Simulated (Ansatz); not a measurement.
These are results of DFT PBE, scalar-relativistic, plane waves, PAW, and for the lanthanide a 4f-in-core norm-conserving potential (Ansatz 0.2.0), not measurements. All cells share a 690 eV cutoff and Γ-centred k meshes spaced at most about 0.3 Å⁻¹ (about 0.25 or finer for metals, 2π included). No spin polarisation in the final relaxations.

All energies are static (0 K, no zero-point motion).

Two relaxed structures of Ho4Pd:

A.

```xyz
5
Lattice="-3.3750 3.3750 3.3750 3.3750 -3.3750 3.3750 3.3750 3.3750 -3.3750" Properties=species:S:1:pos:R:3 pbc="T T T"
Ho    1.6875    1.6875   -1.6875
Ho   -1.6875    1.6875    1.6875
Ho    1.6875   -1.6875    1.6875
Ho    1.6875    1.6875    1.6875
Pd    0.0000    0.0000    0.0000
```

B.

```xyz
5
Lattice="5.4217 0.0000 0.0000 0.0000 5.4217 0.0000 0.0000 0.0000 5.4217" Properties=species:S:1:pos:R:3 pbc="T T T"
Ho    0.0000    2.7109    2.7109
Ho    2.7109    2.7109    0.0000
Ho    2.7109    0.0000    2.7109
Ho    0.0000    0.0000    0.0000
Pd    2.7109    2.7109    2.7109
```

Question: Which would you expect to be lower, and how large is the difference?

Answer: B is lower, by 180 meV/atom. A has space group Im-3m (No. 229), 30.8 Å³/atom and no gap on its mesh; B has space group Pm-3m (No. 221), 31.9 Å³/atom and no gap. Counting all near atoms (those within 1.25 times the shortest distance at each site; a plus sign parts nearer from farther groups; a slash parts the counts of unlike sites), A has Ho 2+6, Pd 8 and B has Ho 2/12+8, Pd 6. The lower one is the more open, so pressure narrows the difference. Both come from invented guesses.

Cells relaxed within their symmetry can be saddle points.

The lanthanide is trivalent by construction, without f bands, f moments or other valences.
